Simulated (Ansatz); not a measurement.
**Kick test of a cell of MgZr₂N**

It was reached by relaxing an invented guess, and it needn't be the stable form of this composition.

Theory: Ansatz, DFT PBE, scalar-relativistic, plane waves, PAW. Settings: cutoff 420 eV, Γ-centred mesh 18×18×6 on the computed 4-atom cell, Gaussian smearing of 0.10 eV; no spin polarisation.

The cell below (4 atoms, space group P-3m1 (No. 164)) is relaxed within its symmetry.

```cif
data_structure
_symmetry_space_group_name_H-M 'P 1'
_symmetry_Int_Tables_number 1
_cell_length_a 3.2534
_cell_length_b 3.2534
_cell_length_c 7.8474
_cell_angle_alpha 90.000
_cell_angle_beta 90.000
_cell_angle_gamma 120.000
_cell_volume 71.93
loop_
_atom_site_label
_atom_site_type_symbol
_atom_site_fract_x
_atom_site_fract_y
_atom_site_fract_z
_atom_site_occupancy
Mg1 Mg 0.00000 0.00000 0.50000 1
Zr1 Zr 0.33333 0.66667 0.16025 1
Zr2 Zr 0.66667 0.33333 0.83975 1
N1 N 0.00000 0.00000 0.00000 1
```

For the test a repeat of it with 8 atoms (edges 3.25, 5.63, 7.85 Å) was strained at random (σ = 1.5 % a component), the atoms were moved at random (σ = 0.10 Å), and all was relaxed again on a coarse 6×4×4 mesh (in the run’s order of axes) with 0.20 eV smearing, with no symmetry imposed.

**Question.** Is the structure stable against such a distortion?

**Answer.** It returns, within 1 meV/atom of the unmoved cell on that mesh and with the same symmetry when read at 0.1 Å (C2/m at 0.01 Å, so small strains and shifts remain). So it is stable against the distortions that fit this cell and that this random move excites. Modes that don't fit the cell aren't tested.
